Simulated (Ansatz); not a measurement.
Below is a relaxed structure of Be2ZnSe3. The cell was found from a structure generator's guess, not taken from experiment.

The calculation used Ansatz 0.2.0, DFT PBE, scalar-relativistic, plane waves, PAW. Cutoff 420 eV, Γ-centred mesh, Gaussian smearing, no spin polarisation.

```
Be Zn Se
1.0
    -1.88718    1.88718    8.12871
     1.88718   -1.88718    8.12871
     1.88718    1.88718   -8.12871
Be Zn Se
2 1 3
Direct
  0.67200 0.67200 0.00000
  0.32800 0.32800 0.00000
  0.00000 0.00000 0.00000
  0.25000 0.75000 0.50000
  0.90455 0.40455 0.50000
  0.59545 0.09545 0.50000
```

The zero of energy is the elements' standard structures at the same level; no fitted shifts are applied.

**Question.** What space group does it have?

**Answer.** I-4m2 (No. 119), with Be and Zn ordered on zinc blende sites. Conventional cell: a = 3.774 Å, c = 16.257 Å. Be is surrounded by 4 Se at 2.26–2.27 Å; Zn is surrounded by 4 Se at 2.44 Å; around Se on a site of symmetry -4m2 lie 4 Be at 2.27 Å; around Se on a site of symmetry 2mm lie 2 Be at 2.26 Å and 2 Zn at 2.44 Å.

**Question.** How far does it lie from the elements in energy?

**Answer.** −0.742 eV/atom. A negative formation energy is needed for stability but isn't enough: competing phases decide.

**Question.** Is it a metal?

**Answer.** No, the gap on the 8×8×8 mesh is 2.65 eV.

The last run used an 8×8×8 mesh for its 6-atom cell and Gaussian smearing of 0.02 eV. Kohn–Sham gaps at this level usually fall short of measured ones. The reference form of Se is held partly by dispersion forces, which this level lacks. A structure relaxed within its symmetry needn't be a true minimum.
